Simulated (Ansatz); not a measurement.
The start is a relaxed BAs cell with every coordinate shifted by Gaussian noise of σ = 0.2 Å. Cell shape, volume and atoms are optimised at zero target pressure with PBEsol (plane waves to 420 eV, PAW, scalar-relativistic; Ansatz, an electronic-structure program). The first steps use a coarse 8×8×8 k-mesh.

The start:
```
CELL_PARAMETERS angstrom
      0.00000     2.38386     2.38386
      2.38386     0.00000     2.38386
      2.38386     2.38386     0.00000
ATOMIC_POSITIONS crystal
  As 0.65949 0.68388 0.78661
  B  0.97771 0.89598 0.04128
```

```yaml
initial_pressure: "+3.3 GPa (positive: the cell is compressed)"
energy_released: 0.20 eV/atom
relative_to_the_parent: It relaxes back to the parent, F-43m (No. 216)
Shortest distances (start → end): "The closest pairs of elements (up to four, under 3.6 Å), start → end: As–B 1.88 → 2.06 Å; As–As 3.37 → 3.37 Å; B–B 3.37 → 3.37 Å"
band_gap_at_the_end: 1.08 eV, indirect (valence top at Γ, conduction bottom at 82 % of the way from Γ to X) (no spin-orbit coupling)
optimiser_moves: 5
```

Final values are on a 12×12×12 k-mesh of the relaxed cell. No spin polarisation in the result.
